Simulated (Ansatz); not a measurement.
A scan (energy against volume; even scaling of the relaxed cell, symmetry kept) gave these values. These are r2SCAN (plane waves to 500 eV, PAW, scalar-relativistic; Ansatz, a program for electronic structure) values and carry that method's errors.

The bulk modulus at fixed cell shape B₀ (third-order Birch-Murnaghan fit) comes out as 13.7 GPa and the pressure derivative B₀′ (fit) comes out as 4.9. The equilibrium volume of the fit is 42.10 Å³/atom.

Of these crystals, all scanned alike, which one is it?
(A) MgH₂ (rutile)
(B) KTe (space group P6_3/mmc)
(C) Zn (hcp, Mg type)
(D) NiSi (MnP type, space group Pnma)

B, KTe (space group P6_3/mmc). The others have, for the bulk modulus at fixed cell shape: MgH2 54.0 GPa, NiSi 181 GPa, Zn 93.0 GPa

All were relaxed with their symmetry unable to fall. NiSi is run without spin polarisation. Spin-orbit coupling is left out. With the shape held, the modulus is that of even scaling; a crystal free to change shape is softer.

(A scan under strain: stresses follow from slopes of the energy per volume, elastic moduli from its curvatures.)
